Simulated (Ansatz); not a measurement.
## LiSb2: rattling a relaxed structure

It was reached by relaxing an invented guess, and it needn't be the stable form of this composition.

Method: DFT PBE+D3(BJ), scalar-relativistic, plane waves, PAW in Ansatz. Settings: cutoff 420 eV, Γ-centred mesh 12×12×12 on the computed 3-atom cell, Gaussian smearing of 0.10 eV; no spin polarisation.

The cell below (3 atoms, space group Fm-3m (No. 225)) is relaxed within its symmetry.

```
Li Sb
1.0
     0.00000    3.26602    3.26602
     3.26602    0.00000    3.26602
     3.26602    3.26602    0.00000
Li Sb
1 2
Direct
  0.50000 0.50000 0.50000
  0.25000 0.25000 0.25000
  0.75000 0.75000 0.75000
```

For the test a repeat of it with 6 atoms (edges 4.62, 4.62, 8.00 Å) was strained at random (σ = 1.5 % a component), the atoms were moved at random (σ = 0.05 Å), and all was relaxed again on a coarse 6×6×6 mesh (in the run’s order of axes) with 0.20 eV smearing, with no symmetry imposed.

These runs have no spin–orbit coupling, which can matter for Sb.

Q: Is the structure stable against such a distortion?

A: It returns, within 1 meV/atom of the unmoved cell on that mesh and with the same symmetry when read at 0.1 Å (P-1 at 0.01 Å, so small strains and shifts remain). So it is stable against the distortions that fit this cell and that this random move excites. Modes that don't fit the cell aren't tested.
